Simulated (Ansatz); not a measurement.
## Si5P2: relaxed-ion elastic tensor

Level of theory: Ansatz 0.2.0, DFT PBE, scalar-relativistic, plane waves, PAW. Settings: 420 eV plane-wave cutoff, Γ-centred 12×12×1 mesh, fixed occupations. No spin polarisation.

The cell, relaxed at this level:
```xyz
14
Lattice="3.6865 0.0000 0.0000 -1.8432 3.1926 0.0000 0.0000 0.0000 26.4805" Properties=species:S:1:pos:R:3 pbc="T T T"
Si    1.8432    1.0642   23.6945
Si    0.0000    2.1284    2.7860
Si    0.0000    2.1284    0.4339
Si    1.8432    1.0642   26.0466
Si    1.8432    1.0642    8.8389
Si    0.0000    0.0000   12.0598
Si    1.8432    1.0642   11.1911
Si    0.0000    2.1284   17.6416
Si    0.0000    0.0000   14.4207
Si    0.0000    2.1284   15.2894
P     0.0000    0.0000   22.7359
P     0.0000    0.0000    3.7446
P     0.0000    2.1284    7.8790
P     1.8432    1.0642   18.6015
```

The cell was found from a proposed guess, not taken from experiment. No dispersion correction is applied, so modes and constants that involve weak contacts between layers, chains or molecules come out too soft.

Task: Give the relaxed-ion elastic constants (GPa, Voigt order xx yy zz yz xz xy, on the Cartesian axes of the cell above).

Result:
C11 = 148.3, C12 = 32.8, C13 = 1.4, C14 = -0.4, C22 = 148.3, C23 = 1.4, C24 = 0.4, C33 = 3.4, C44 = 1.7, C55 = 1.7, C56 = -0.4, C66 = 57.7 GPa; the others vanish.

Task: Is the crystal stable against homogeneous strain?

Result: Yes: the least eigenvalue of the tensor is 1.7 GPa.

Task: And the moduli of a polycrystal (Hill averages)?

Result: B = 22 GPa, G = 16 GPa, E = 40 GPa, ν = 0.20.
